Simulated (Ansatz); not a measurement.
Consider the following.

Ga2S3 (space group Cc)

```
CELL_PARAMETERS angstrom
      5.56123    -3.19646     0.00000
      5.56123     3.19646     0.00000
     -3.60990     0.00000     6.00209
ATOMIC_POSITIONS crystal
  Ga 0.73045 0.86409 0.38063
  Ga 0.86409 0.73045 0.88063
  Ga 0.35969 0.55317 0.37164
  Ga 0.55317 0.35969 0.87164
  S  0.75564 0.56305 0.49492
  S  0.56305 0.75564 0.99492
  S  0.40616 0.23895 0.48686
  S  0.23895 0.40616 0.98686
  S  0.91690 0.08989 0.01695
  S  0.08989 0.91690 0.51695
```

This relaxed cell (volume V₀) is scaled evenly in all directions, its shape held. The atoms relax within the cell's symmetry.

All values below come from PBEsol (plane waves to 420 eV, PAW, scalar-relativistic; Ansatz, an electronic-structure program). k mesh 6×6×6 (Γ-centred), Fermi-Dirac smearing 0.05 eV. Energies are smeared free energies. Compression counts positive. With the shape held, the modulus is that of even scaling; a crystal free to change shape is softer. Ga2S3 was relaxed with its symmetry unable to fall. ΔE is measured from the relaxed starting cell.

The scan covers V/V₀ from 0.940 to 1.060 in 9 points.

Q: What is ΔE at V/V₀ = 1.060?

A: 7.8 meV/atom.

Q: What is ΔE at V/V₀ = 0.940?

A: 9.9 meV/atom.

Q: What pressure does the cell carry at V/V₀ = 0.940?

A: 2.64 GPa.

(Under strain, the slope of the energy per volume gives the stress and its curvature an elastic modulus.)
